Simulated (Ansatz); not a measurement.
# MoN₂ (P4/mbm), clamped-ion strain scan

All numbers below come from DFT PBEsol, scalar-relativistic, plane waves, PAW in Ansatz. Cutoff 420 eV, Γ-centred 12×12×18 k-points, Gaussian smearing of 0.15 eV. No spin polarisation. Energies are free energies at this smearing, counted from the undisturbed cell; pressure is positive in compression.

The starting cell (relaxed at this level; with this scan's settings it stands at 0.1 GPa; it needn't be the usual structure):

```xyz
6
Lattice="4.2866 0.0000 0.0000 0.0000 4.2866 0.0000 0.0000 0.0000 2.7284" Properties=species:S:1:pos:R:3 pbc="T T T"
Mo    2.1433    2.1433    0.0000
Mo    0.0000    0.0000    0.0000
N     3.8035    1.6602    1.3642
N     0.4831    2.6264    1.3642
N     1.6602    0.4831    1.3642
N     2.6264    3.8035    1.3642
```

The cell is strained by ε times the Voigt pattern (0, 0, 0, 0, 0, 1) (xx, yy, zz, yz, xz, xy; engineering shear) with fractional coordinates fixed. The cell is metallic on the mesh throughout.

Q: Over the sampled range (-0.0200 to 0.0175), is the undisturbed cell the lowest point?

A: Yes, every other sampled point lies higher (or within rounding).

The scan:

| ε | ΔE (meV/atom) |
| --- | --- |
| -0.0200 | 3.2 |
| -0.0100 | 0.8 |
| 0.0000 | 0.0 |
| 0.0025 | 0.1 |
| 0.0050 | 0.2 |
| 0.0075 | 0.4 |
| 0.0125 | 1.2 |
| 0.0150 | 1.8 |
| 0.0175 | 2.4 |

Cost: 9 runs of about 4.8 core-minutes in all, on Arm Neoverse V1 (shared hosts).